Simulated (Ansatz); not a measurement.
Starting cell, NaCl (rock salt):

```
CELL_PARAMETERS angstrom
      0.00000     5.60772     5.60772
      2.80386     0.00000     2.80386
      2.80386     2.80386     0.00000
ATOMIC_POSITIONS crystal
  Cl 0.00000 0.00000 0.00000
  Cl 0.50000 0.00000 0.00000
  Na 0.25000 0.50000 0.50000
  Na 0.75000 0.50000 0.50000
```

A phonon eigenvector at L = (0.5, 0.0, 0.0) is frozen into this cell: atom i moves by Q times the vector below, so Q is the largest atomic displacement, in Å. The cell is held. It is one choice among 2 degenerate patterns. (q is in reciprocal vectors of the primitive cell; the cell shown is doubled to hold the pattern.)

```tsv
atom	x	y	z
Na3	-0.285	0.520	-0.805
Na4	0.285	-0.520	0.805
```

Atoms not listed stay in place.

Calculation: r2SCAN (plane waves to 500 eV, PAW, scalar-relativistic; Ansatz, an electronic-structure program). k mesh 5×10×10 (Γ-centred), Fermi-Dirac smearing 0.05 eV. Energies are smeared free energies. NaCl was relaxed with its symmetry unable to fall. ΔE is measured from the undisplaced structure.

```json
[
 {"Q (Å)": "-0.180", "ΔE (eV/cell)": "0.0558"},
 {"Q (Å)": "-0.120", "ΔE (eV/cell)": "0.0246"},
 {"Q (Å)": "-0.060", "ΔE (eV/cell)": "0.0061"},
 {"Q (Å)": "0.000", "ΔE (eV/cell)": "0.0000"},
 {"Q (Å)": "0.060", "ΔE (eV/cell)": "0.0061"},
 {"Q (Å)": "0.120", "ΔE (eV/cell)": "0.0246"},
 {"Q (Å)": "0.180", "ΔE (eV/cell)": "0.0558"}
]
```

Problem. Which DFPT wavenumber at L = (0.5, 0.0, 0.0) belongs to this mode?
A. 179 cm⁻¹
B. 142 cm⁻¹
C. 221 cm⁻¹

Solution. B, 142 cm⁻¹. The curvature of the scan gives 142 cm⁻¹

(A displaced cell: forces are minus the slopes of the energy, force constants its curvatures, and phonons follow from these.)
